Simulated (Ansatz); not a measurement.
Total density of states per atom from DFT-LDA in the program Ansatz with PAW potentials, in 0.25 eV bins, energy from the Fermi level:

(E (eV), states/eV/atom): (-7.85, 0.13); (-7.60, 0.15); (-7.35, 0.17); (-7.10, 0.19); (-6.85, 0.22); (-6.60, 0.26); (-6.35, 0.35); (-6.10, 0.80); (-5.85, 0.65); (-5.60, 0.29); (-5.35, 0.23); (-5.10, 0.18); (-4.85, 0.17); (-4.60, 0.32); (-4.35, 0.47); (-4.10, 0.75); (-3.85, 1.14); (-3.60, 1.29); (-3.35, 0.89); (-3.10, 0.85); (-2.85, 0.88); (-2.60, 0.55); (-2.35, 0.40); (-2.10, 0.83); (-1.85, 1.33); (-1.60, 0.95); (-1.35, 0.82); (-1.10, 1.66); (-0.85, 1.63); (-0.60, 1.21); (-0.35, 1.00); (-0.10, 0.82); (0.15, 0.67); (0.40, 0.34); (0.65, 0.19); (0.90, 0.16); (1.15, 0.14); (1.40, 0.11); (1.65, 0.12); (1.90, 0.19); (2.15, 0.28); (2.40, 0.82); (2.65, 0.58); (2.90, 0.45); (3.15, 0.36); (3.40, 0.33); (3.65, 0.27); (3.90, 0.26); (4.15, 0.23); (4.40, 0.20); (4.65, 0.18)

Question: Which compound is it?
A. Al, fcc (Cu type)
B. AlCl3, C2/m (Al on 4g, Cl on 4i, Cl on 8j)
C. ScAl3, Cu3Au type
D. AlRu, CsCl type

Answer: D, AlRu, CsCl type. Within 0.5 eV of the Fermi level: Ru 4d 84 %, Al 3p 11 %. Projections are on Löwdin-orthogonalised atomic valence shells; empty p or d shells of many metals are not among them.

Space group Pm-3m (CsCl type). The cell was relaxed with LDA under the symmetry of its start. No spin polarisation was allowed. Spin–orbit coupling is left out wherever it is not named.

Potentials: the earlier of the program's two PAW sets. The files were generated under PBE; for other functionals the program regenerates the frozen cores, and for LDA and PBEsol the local potential too.
